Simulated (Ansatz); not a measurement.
**MnSb: all-electron results**

```yaml
crystal:
  lattice:
    - [4.13000, 0.00000, 0.00000]
    - [-2.06500, 3.57668, 0.00000]
    - [0.00000, 0.00000, 5.80000]
  atoms:
    - { symbol: Mn, position: [0.00000, 0.00000, 0.00000] }
    - { symbol: Mn, position: [0.00000, 0.00000, 0.50000] }
    - { symbol: Sb, position: [0.33333, 0.66667, 0.25000] }
    - { symbol: Sb, position: [0.66667, 0.33333, 0.75000] }
```

Atoms are numbered in the order listed.

The cell comes from COD entry 1539189, which wasn't checked; take it as a given geometry.

The magnetic state is the one reached from the start moments; no search over orders was made, so it needn't be the ground state.

Spin–orbit coupling is left out, though it moves levels of the heavy atoms by tenths of an eV or more.

Levels of theory: DFT, PBE, all-electron LAPW, scalar-relativistic (Ansatz 0.2.0); DFT, PBE, PAW with Ansatz's default frozen-core files, scalar-relativistic (Ansatz 0.2.0); DFT, PBE, all-electron PAW with datasets made for the crystal, scalar-relativistic (Ansatz 0.2.0).

For LAPW: a Γ-centred 9×9×6 k mesh, Fermi–Dirac smearing of 0.08 eV, basis error target 1 meV/atom, spin-polarised from start moments Mn1 4, Mn2 4 μB. PAW takes a cutoff of 420 eV at this cell. The crystal-made all-electron datasets (AE datasets) take a cutoff of 260 eV at this cell. The Ansatz runs share mesh, smearing and spin set-up. Values come from LAPW unless marked.

- Pressure at this cell: -2.95 GPa
- Band gap: none: bands cross the Fermi level, a metal
- Stress xx, yy, zz (compression positive): -2.38, -2.38, -4.09 GPa
- Moment of the cell: 6.64 μB
- Moments in the spheres: Mn1 3.47, Sb3 -0.16 μB
- Density of states at the Fermi level (0.2 eV bin): 2.23 states/eV per cell
- Löwdin charges (with 0.34 e of the cell spilling out of the atomic basis, so their sizes and signs hang on that basis): Mn1 0.66, Sb3 -0.49 e
- Bader charges (from the PAW run): Mn1 +0.46, Sb3 -0.46 e
- Contact hyperfine fields (crystal-made datasets): Mn1 -5.9, Sb3 42.5 T, core polarisation included, positive along the moment of the spin-up electrons
- Volume per atom: 21.42 Å³
